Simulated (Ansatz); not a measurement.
LiBr (rock salt, Fm-3m), the program Ansatz at the PBEsol level (PAW). The conduction-band minimum lies at Γ, with 1 equivalent valley. Second derivatives d²E/dk² of the lowest band at one valley (eV·Å²), along Cartesian directions:

```
direction  d²E/dk²
---------  -------
[100]        22.50
[010]        22.50
[001]        22.50
[110]        22.49
[101]        22.49
[011]        22.49
```

Q: Find the principal effective masses, the density-of-states mass and the conductivity mass.

A: Off-diagonal terms follow from H_xy = H[110] − (H_xx + H_yy)/2, and m*/mₑ = 7.620 eV·Å² over each eigenvalue: 0.34, 0.34, 0.34. One valley's DOS mass (m₁m₂m₃)^(1/3) = 0.34, conductivity mass 3/(Σ 1/mᵢ) = 0.34 mₑ.

Q: What effective density of states Nc follows at 300 K for parabolic valleys?

A: Nc = 2.509e19 × 1 × (0.34)^(3/2) ≈ 5.0e18 cm⁻³.

Symmetry was held in the PBEsol relaxation. Scalar-relativistic: spin–orbit coupling is off unless named, which matters more the heavier the elements.

Potentials: the later of the program's two PAW sets.

Edges and masses are those of Kohn–Sham bands, whose gap is no quasiparticle gap.
